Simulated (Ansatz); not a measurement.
YAl₃:
```
YAl3
1.0
    6.31656     0.00000     0.00000
   -3.15828     5.47030     0.00000
    0.00000     0.00000     4.54195
Y Al
2 6
Direct
  0.33333   0.66667   0.75000
  0.66667   0.33333   0.25000
  0.14499   0.28997   0.25000
  0.85501   0.71003   0.75000
  0.85501   0.14499   0.75000
  0.14499   0.85501   0.25000
  0.71003   0.85501   0.25000
  0.28997   0.14499   0.75000
```

Relaxed with r²SCAN.

Q: Tabulate the valence density and the electron localisation function along the shortest Y–Al contact (3.07 Å), r²SCAN (plane waves, PAW; program Ansatz).

A: 

| distance from Y (Å) | density (e/Å³) | ELF |
|---|---|---|
| 0.31 | 3.66 | 0.67 |
| 0.46 | 3.44 | 0.81 |
| 0.61 | 2.58 | 0.85 |
| 0.77 | 1.56 | 0.82 |
| 0.92 | 0.81 | 0.66 |
| 1.07 | 0.40 | 0.34 |
| 1.23 | 0.22 | 0.14 |
| 1.38 | 0.17 | 0.13 |
| 1.53 | 0.15 | 0.25 |
| 1.69 | 0.17 | 0.46 |
| 1.84 | 0.18 | 0.61 |
| 1.99 | 0.20 | 0.67 |
| 2.15 | 0.21 | 0.62 |
| 2.30 | 0.18 | 0.44 |
| 2.45 | 0.13 | 0.14 |
| 2.61 | 0.09 | 0.03 |
| 2.76 | 0.07 | 0.06 |

The density is the valence pseudo-density with augmentation charge, so density and ELF within about 1 Å of a nucleus are not all-electron values.

Space group P6_3/mmc. The first step of the workflow began from a Materials Project structure, measured or hypothetical; the Crystallography Open Database copy checked does not list it. Whether it is the stable phase at ambient conditions was not checked. Symmetry was held in the r²SCAN relaxation; of distortions, only those at the zone centre were tested. The run is not spin-polarised.

Potentials: the later of the program's two PAW sets.
